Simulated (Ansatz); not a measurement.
HfSO:
```yaml
crystal:
  lattice:
    - [5.68103, 0.00000, 0.00000]
    - [0.00000, 5.68103, 0.00000]
    - [0.00000, 0.00000, 5.68103]
  atoms:
    - { symbol: Hf, position: [0.67994, 0.82006, 0.17994] }
    - { symbol: Hf, position: [0.82006, 0.17994, 0.67994] }
    - { symbol: Hf, position: [0.17994, 0.67994, 0.82006] }
    - { symbol: Hf, position: [0.32006, 0.32006, 0.32006] }
    - { symbol: S, position: [0.91880, 0.41880, 0.08120] }
    - { symbol: S, position: [0.58120, 0.58120, 0.58120] }
    - { symbol: S, position: [0.41880, 0.08120, 0.91880] }
    - { symbol: S, position: [0.08120, 0.91880, 0.41880] }
    - { symbol: O, position: [0.40480, 0.59520, 0.09520] }
    - { symbol: O, position: [0.09520, 0.40480, 0.59520] }
    - { symbol: O, position: [0.90480, 0.90480, 0.90480] }
    - { symbol: O, position: [0.59520, 0.09520, 0.40480] }
```

Relaxed with r²SCAN.

**Question.** Give the Bader charges and basin volumes of the independent atoms, DFT-r²SCAN in the program Ansatz with PAW potentials.

**Answer.** 

| atom | Bader charge (e) | Bader volume (Å³) |
|---|---|---|
| Hf1 | +2.52 | 11.0 |
| S5 | -1.20 | 22.9 |
| O9 | -1.33 | 11.9 |

Space group P2_13. The workflow started from a Materials Project entry (that database holds measured and hypothetical structures alike); the Crystallography Open Database copy checked does not list it. Whether it is the stable phase at ambient conditions was not checked. The cell was relaxed with r²SCAN under the symmetry of its start; whether a distortion lowers the energy is not shown. The run is not spin-polarised. Spin–orbit coupling is left out wherever it is not named.

Potentials: the earlier of the program's two PAW sets.
